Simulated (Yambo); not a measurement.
BSE-type run in Yambo on CaC$_{2}$ (space group C2/c, No. 15), at zero momentum.

Quantum ESPRESSO step (PBEsol, PseudoDojo standard norm-conserving files, scalar-relativistic):
```
&CONTROL
  calculation = 'nscf'
  pseudo_dir = './pseudo'
  outdir = './out'
/
&SYSTEM
  ibrav = 0
  nat = 6
  ntyp = 2
  ecutwfc = 82.0
  ecutrho = 328.0
  occupations = 'fixed'
  force_symmorphic = .true.
  nbnd = 57
/
&ELECTRONS
  conv_thr = 6.000000000000001e-09
  diago_full_acc = .true.
  diago_thr_init = 1e-08
/
ATOMIC_SPECIES
C 12.0110 C.upf
Ca 40.0780 Ca.upf
CELL_PARAMETERS angstrom
  3.297830000000  -2.081285000000   0.000000000000
  3.297830000000   2.081285000000   0.000000000000
 -2.197987000000   0.000000000000   7.049382000000
ATOMIC_POSITIONS crystal
C   0.420710000000   0.139670000000   0.560120000000
C   0.579290000000   0.860330000000   0.439880000000
C   0.860330000000   0.579290000000   0.939880000000
C   0.139670000000   0.420710000000   0.060120000000
Ca   0.174520000000   0.825480000000   0.750000000000
Ca   0.825480000000   0.174520000000   0.250000000000
K_POINTS automatic
4 4 2 0 0 0
```

Yambo input:
```
rim_cut
optics
bse
bss
dipoles
em1s
RandQpts= 1000000
RandGvec= 1 Ry
FFTGvecs= 40 Ry
Chimod= "HARTREE"
BSKmod= "SEX"
BSEmod= "resonant"
BSSmod= "hs"
BSENGexx= 15 Ry
BSENGBlk= 3 Ry
% KfnQP_E
 2.048 | 1.0 | 1.0 |
%
% BSEQptR
 1 | 1 |
%
% BSEBands
 11 | 33 |
%
% BEnRange
 0.0 | 13.2 | eV
%
% BDmRange
 0.15 | 0.15 | eV
%
BEnSteps= 264
% BLongDir
 1.0 | 0.0 | 0.0 |
%
BSHayTrs= -0.02
BSSNEig= 24
WRbsWF
% BndsRnXs
 1 | 53 |
%
NGsBlkXs= 3 Ry
% LongDrXs
 1.0 | 1.0 | 1.0 |
%
```

From the report:

The dimension is k points × valence × conduction bands = 32 × 8 × 15 = 3840.
```
   [SLEPC] Approach                          : Krylov-Schur
   [SLEPC] Number of requested eigenvalues   :  24
   [SLEPC] Number of eigenvalues        [NEV]:  24
    [K] Dimension                                    :   3840
    [K] Bands                                        :   11   33
    [K] Exchange res                                 : yes
    [K] Correlation res                              : yes
    [K] W interaction is bare                        : no
    [K] RL vectors exchange                          :   651
    [K] RL vectors correlation                       :   57
    [W] Matrix size                                  :   57
    [W] Bands                                        :    1   53
    [W] Coulomb Cutoff                               : none
    [W] Hxc Kernel                                   : HARTREE
```

Geometry of the Materials Project entry, not relaxed at this level.

The structure is a Materials Project entry; no match was found in the copy of COD used, and its stability was not checked.
